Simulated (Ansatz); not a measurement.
## Profile along the C–C line in C (graphite type, space group P6_3/mmc)

C (graphite type, space group P6_3/mmc)

```cif
data_C4
_chemical_formula_sum 'C4'
_space_group_name_H-M_alt 'P63/mmc'
_space_group_IT_number 194
_space_group_name_Hall '-P 6c 2c'
_cell_length_a 2.45812
_cell_length_b 2.45812
_cell_length_c 6.56486
_cell_angle_alpha 90.000
_cell_angle_beta 90.000
_cell_angle_gamma 120.000
loop_
_atom_site_label
_atom_site_type_symbol
_atom_site_symmetry_multiplicity
_atom_site_Wyckoff_symbol
_atom_site_fract_x
_atom_site_fract_y
_atom_site_fract_z
_atom_site_occupancy
C1 C 2 b 0.00000 0.00000 0.25000 1
C2 C 2 c 0.33333 0.66667 0.25000 1
```

Fields along a shortest C–C line of a (0001) plane (1.42 Å), from C to C, interpolated on the slice's grid (step about 0.2 Å). Calculation: PBEsol-D3(BJ) (plane waves to 420 eV, PAW, scalar-relativistic; Ansatz, a quantum-chemistry and plane-wave program). k mesh 15×15×5. Inside the PAW spheres the values are not all-electron values, and peaks at nuclei hang on which shells count as valence. C was relaxed with its symmetry unable to fall. The PAW data are Ansatz's earlier set.

```csv
distance from C (Å),valence electron density (e/Å³),electron localisation function
0.00,1.47,x
0.14,1.65,x
0.28,1.97,x
0.43,2.11,0.73
0.57,2.09,0.92
0.71,2.04,0.94
0.85,2.09,0.92
0.99,2.11,0.73
1.14,1.97,x
1.28,1.65,x
1.42,1.47,x
```

x: too close to a nucleus for the ELF to mean much.

Density on the C–C line (1.42 Å) at its midpoint: 2.04 e/Å³. ELF at that point: 0.94. ELF maximum in the middle third of the C–C line: 0.94, 0.7 Å from C.
